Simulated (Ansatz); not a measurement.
Relaxed GaN (wurtzite):

```yaml
crystal:
  lattice:
    - [3.18312, 0.00000, 0.00000]
    - [-1.59156, 2.75667, 0.00000]
    - [0.00000, 0.00000, 5.18363]
  atoms:
    - { symbol: Ga, position: [0.66667, 0.33333, 0.00099] }
    - { symbol: Ga, position: [0.33333, 0.66667, 0.50099] }
    - { symbol: N, position: [0.66667, 0.33333, 0.62421] }
    - { symbol: N, position: [0.33333, 0.66667, 0.12421] }
```

The atoms are displaced by Q × the pattern below (from a DFPT mode at Γ, largest move 1; Q in Å), at fixed cell. It is one choice among 2 degenerate patterns.

| atom | x | y | z |
|---|---|---|---|
| Ga1 | 0.000 | 0.162 | 0.000 |
| Ga2 | 0.000 | -0.162 | 0.000 |
| N3 | 0.000 | 1.000 | 0.000 |
| N4 | 0.000 | -1.000 | 0.000 |

Calculation: r2SCAN (plane waves to 500 eV, PAW, scalar-relativistic; Ansatz, an electronic-structure program). k mesh 12×12×7 (Γ-centred), Fermi-Dirac smearing 0.05 eV. GaN was relaxed with its symmetry unable to fall.

At one point of the scan the forces (eV/Å) are:

| atom | Fx | Fy | Fz |
|---|---|---|---|
| Ga1 | 0.000 | -0.950 | -0.146 |
| Ga2 | 0.000 | 0.950 | -0.146 |
| N3 | 0.000 | -1.216 | 0.146 |
| N4 | 0.000 | 1.216 | 0.146 |

Which point is it?
A. Q = 0.030 Å
B. Q = 0.180 Å
C. Q = 0.120 Å
D. Q = 0.090 Å

D, Q = 0.090 Å

(For displaced atoms, the force is minus the slope of the energy, and its curvature is a force constant, which sets phonon frequencies.)
